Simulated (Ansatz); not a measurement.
GaP:
```yaml
crystal:
  lattice:
    - [1.92093, 1.10905, 6.37184]
    - [-1.92093, 1.10905, 6.37184]
    - [0.00000, -2.21810, 6.37184]
  atoms:
    - { symbol: Ga, position: [0.43576, 0.43576, 0.43576] }
    - { symbol: Ga, position: [0.56424, 0.56424, 0.56424] }
    - { symbol: P, position: [0.05768, 0.05768, 0.05768] }
    - { symbol: P, position: [0.94232, 0.94232, 0.94232] }
```

Relaxed with r²SCAN. Special points in fractions of this cell's reciprocal vectors: Γ (0.000, 0.000, 0.000); T (0.500, 0.500, 0.500); H2 (0.813, 0.187, 0.500); H0 (0.500, -0.187, 0.187); L (0.500, 0.000, 0.000); S0 (0.343, -0.343, 0.000); S2 (0.657, 0.000, 0.343); F (0.500, 0.000, 0.500).

Task: List the band energies nearest the valence-band maximum at these points for r²SCAN with spin–orbit coupling in the plane-wave PAW code Ansatz.

Result: In eV from the valence-band maximum; about four levels below and three above (degenerate sets whole), none deeper than 8.9 eV; points with the same levels are listed once.

```
k                     below                above
--  -----------------------  -------------------
Γ     -0.05 -0.05 0.00 0.00  1.55 1.55 2.16 2.16
T   -0.35 -0.35 -0.27 -0.27  1.59 1.59 2.81 2.81
H2  -3.68 -3.68 -1.28 -1.28  1.96 1.96 2.66 2.66
L   -2.87 -2.87 -1.93 -1.93  1.88 1.88 2.95 2.95
S0  -3.96 -3.96 -1.33 -1.33  1.85 1.85 3.63 3.63
F   -1.35 -1.35 -0.62 -0.62  0.99 0.99 1.69 1.69
```

Space group R-3m. The first step of the workflow began from a Materials Project structure, measured or hypothetical; the Crystallography Open Database copy checked does not list it. It is not the phase usual at ambient conditions (space group No. 216). The r²SCAN relaxation kept the symmetry of its start; its stability against distortions is not shown here.

Potentials: the later of the program's two PAW sets.
